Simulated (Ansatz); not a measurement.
A geometry of Rh away from equilibrium: the start of the relaxation of a generated trial cell of Rh in the AFLOW prototype A_tP4_129_ac (A_d). All values below come from PBEsol (plane waves to 420 eV, PAW, scalar-relativistic; Ansatz, an electronic-structure program). Γ-centred k-mesh 8×8×11 on the run's cell (coarser than for final values), Fermi–Dirac smearing 0.05 eV.

```xyz
4
Lattice="4.2965 0.0000 0.0000 0.0000 4.2965 0.0000 0.0000 0.0000 2.9725" Properties=species:S:1:pos:R:3 pbc="T T T"
Rh     0.0000     0.0000     0.0000
Rh     2.1482     2.1482     0.0000
Rh     2.1482     0.0000     1.1147
Rh     0.0000     2.1482     1.8578
```

Q: What forces act on the atoms (eV/Å)?

A: 
```json
[
 {"atom": "Rh1", "Fx": "0.00", "Fy": "0.00", "Fz": "0.00"},
 {"atom": "Rh2", "Fx": "0.00", "Fy": "0.00", "Fz": "0.00"},
 {"atom": "Rh3", "Fx": "0.00", "Fy": "0.00", "Fz": "2.58"},
 {"atom": "Rh4", "Fx": "0.00", "Fy": "0.00", "Fz": "-2.58"}
]
```

Q: What is the pressure?

A: +17.3 GPa, compression positive.

No spin polarisation in the result.

The run could not lower the symmetry of its start; a shaken copy of this end point relaxes with PBEsol to Fm-3m (No. 225), 0.24 eV/atom lower.

The end of the path is a generated cell of Rh: the first start was made by placing the elements on the sites of a structure type, and the end was not matched to a known phase here, so it may be hypothetical. Known forms of Rh include space group No. 225.
